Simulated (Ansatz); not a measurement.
MoS$_{2}$ (2H-MoS2 type, space group P6_3/mmc)

```yaml
crystal:
  lattice:
    - [3.14944, 0.00000, 0.00000]
    - [-1.57472, 2.72750, 0.00000]
    - [0.00000, 0.00000, 12.09150]
  atoms:
    - { symbol: Mo, position: [0.33333, 0.66667, 0.25000] }
    - { symbol: Mo, position: [0.66667, 0.33333, 0.75000] }
    - { symbol: S, position: [0.33333, 0.66667, 0.62050] }
    - { symbol: S, position: [0.66667, 0.33333, 0.12050] }
    - { symbol: S, position: [0.66667, 0.33333, 0.37950] }
    - { symbol: S, position: [0.33333, 0.66667, 0.87950] }
```

Scan: atom 4 (S, nearest neighbour Mo at 2.400 Å; its periodic images, 3.1 Å or more away, move with it) is displaced along Cartesian x, direction (1.000, 0.000, 0.000) in Cartesian axes, by s. The other atoms stay.

These are PBE-D3(BJ) (plane waves to 420 eV, PAW, scalar-relativistic; Ansatz, a first-principles code) values and carry that method's errors. k mesh 10×10×3 (Γ-centred), Fermi-Dirac smearing 0.05 eV. The energy includes the smearing's −TS. Compression counts positive. As the smearing reaches across the gap at some points, energies and forces of such displacements shift with the k mesh and the smearing. MoS2 is run without spin polarisation. MoS2 was relaxed with its symmetry unable to fall. The PAW data are Ansatz's earlier set. ΔE is measured from the undisplaced structure.

```csv
s (Å),P (GPa),ΔE (meV/cell)
-0.720,___,2240
-0.576,5.1,1531
-0.432,3.0,891
-0.288,___,404
-0.144,0.3,102
0.000,0.0,0
0.144,0.3,102
0.288,___,404
0.432,3.0,891
0.576,5.1,1531
0.720,___,2240
```

Task: Complete the blanks.

Result: 
- -0.720, P (GPa): 7.7
- -0.288, P (GPa): 1.3
- 0.288, P (GPa): 1.3
- 0.720, P (GPa): 7.7

(For displaced atoms, the force is minus the slope of the energy, and its curvature is a force constant, which sets phonon frequencies.)
